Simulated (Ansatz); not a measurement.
The calculation used DFT PBE, scalar-relativistic, plane waves, PAW in Ansatz. Cutoff 420 eV, Γ-centred meshes of about 0.25 Å⁻¹ or finer for metals and 0.3 Å⁻¹ for insulators (2π included), Gaussian smearing. No spin polarisation.

Temperature and zero-point effects are left out.

Two forms of HfC4 were relaxed alike.

1.

```cif
data_structure
_symmetry_space_group_name_H-M 'P-3m1'
_symmetry_Int_Tables_number 164
_cell_length_a 4.3213
_cell_length_b 4.3213
_cell_length_c 10.2324
_cell_angle_alpha 90.000
_cell_angle_beta 90.000
_cell_angle_gamma 120.000
_cell_volume 165.48
loop_
_atom_site_label
_atom_site_type_symbol
_atom_site_symmetry_multiplicity
_atom_site_Wyckoff_symbol
_atom_site_fract_x
_atom_site_fract_y
_atom_site_fract_z
_atom_site_occupancy
Hf1 Hf 1 a 0.00000 0.00000 0.00000 1
Hf2 Hf 2 d 0.33333 0.66667 0.39759 1
C1 C 12 j 0.66631 0.66707 0.80124 1
```

2.

```cif
data_structure
_symmetry_space_group_name_H-M 'Pmmm'
_symmetry_Int_Tables_number 47
_cell_length_a 4.3169
_cell_length_b 4.4931
_cell_length_c 5.0400
_cell_angle_alpha 90.000
_cell_angle_beta 90.000
_cell_angle_gamma 90.000
_cell_volume 97.76
loop_
_atom_site_label
_atom_site_type_symbol
_atom_site_symmetry_multiplicity
_atom_site_Wyckoff_symbol
_atom_site_fract_x
_atom_site_fract_y
_atom_site_fract_z
_atom_site_occupancy
Hf1 Hf 1 d 0.50000 0.00000 0.50000 1
Hf2 Hf 1 a 0.00000 0.00000 0.00000 1
C1 C 4 x 0.16632 0.50000 0.75214 1
C2 C 2 l 0.33051 0.50000 0.50000 1
C3 C 2 k 0.33229 0.50000 0.00000 1
```

**Question.** Which would you expect to be lower, and how large is the difference?

**Answer.** Cell 2 is lower, by 33 meV/atom. Cell 1 has space group P-3m1 (No. 164), 11.0 Å³/atom and no gap on its mesh; cell 2 has space group Pmmm (No. 47), 9.8 Å³/atom and no gap. Counting C atoms around Hf (those within 1.25 times the shortest such distance or 1.15 times the sum of covalent radii; a slash parts the counts of unlike sites), cell 1 has Hf 6/12 and cell 2 has Hf 4/12. Cell 1 and cell 2 both hold C–C nets. The denser one is the lower, and pressure would at first widen the difference. Even the lower one lies +0.31 eV/atom against the reference forms of the elements (uncorrected), so neither is stable at this level. In cell 1, Hf on a site of symmetry -3m is surrounded by 12 C at 2.49 Å; Hf on a site of symmetry 3m has 6 C at 2.49 Å; C has 3 C at 1.44–1.45 Å, 6 C at 2.49–2.50 Å and 2 Hf at 2.49 Å. In cell 2, Hf on its first site is surrounded by 4 C at 2.36 Å; Hf on its second site is surrounded by 12 C at 2.67 Å; around C on a site of symmetry m lie 3 C at 1.44–1.46 Å, 6 C at 2.49–2.54 Å and 2 Hf at 2.67 Å; 2 more sites not described. Both come from trial cells of a structure search, whose lowest cell (P2_1/m, 9.1 Å³/atom) lies 128 meV/atom below the lower of the two.

Spin–orbit coupling, which can matter for Hf, is left out. With atoms moved at random, cell 2 (by 128 meV/atom) fell into a lower structure and cell 1 came back. Some candidate types were left out of the draw beforehand, so a known form may be missing.
